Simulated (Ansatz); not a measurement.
AlPd3N:
```
CELL_PARAMETERS angstrom
      4.13122     0.00000     0.00000
      0.00000     4.13122     0.00000
      0.00000     0.00000     4.13122
ATOMIC_POSITIONS crystal
  Al 0.00000 0.00000 0.00000
  Pd 0.00000 0.50000 0.50000
  Pd 0.50000 0.00000 0.50000
  Pd 0.50000 0.50000 0.00000
  N  0.50000 0.50000 0.50000
```

Relaxed with PBE. Special points in fractions of this cell's reciprocal vectors: Γ (0.000, 0.000, 0.000); X (0.000, 0.500, 0.000); M (0.500, 0.500, 0.000); R (0.500, 0.500, 0.500).

Problem. List the band energies nearest the Fermi level at these points for DFT-PBE with spin–orbit coupling in the program Ansatz with PAW potentials.

Solution. In eV from the Fermi level; about four levels below and three above (degenerate sets whole), none deeper than 8.9 eV; points with the same levels are listed once.

```json
[
 {"k": "Γ", "below": "-1.27 -1.27 -1.27 -1.27", "above": "0.79 0.79 1.17 1.17"},
 {"k": "X", "below": "-1.25 -1.25 -1.12 -1.12", "above": "0.95 0.95 1.20 1.20"},
 {"k": "M", "below": "-0.61 -0.61 -0.37 -0.37", "above": "2.06 2.06 3.45 3.45"},
 {"k": "R", "below": "-1.45 -1.45 -1.45 -1.45", "above": "0.87 0.87 0.90 0.90 0.90 0.90"}
]
```

Space group Pm-3m (anti-perovskite). The start of the workflow was typed in or built on a structure type; neither database checked (COD, Materials Project) lists it. Its standing as an ambient phase is unchecked. The PBE relaxation kept the symmetry of its start; its stability against distortions is not shown here. No spin polarisation was allowed. The volume moved by 19 % from the start of the relaxation.

Potentials: the later of the program's two PAW sets.
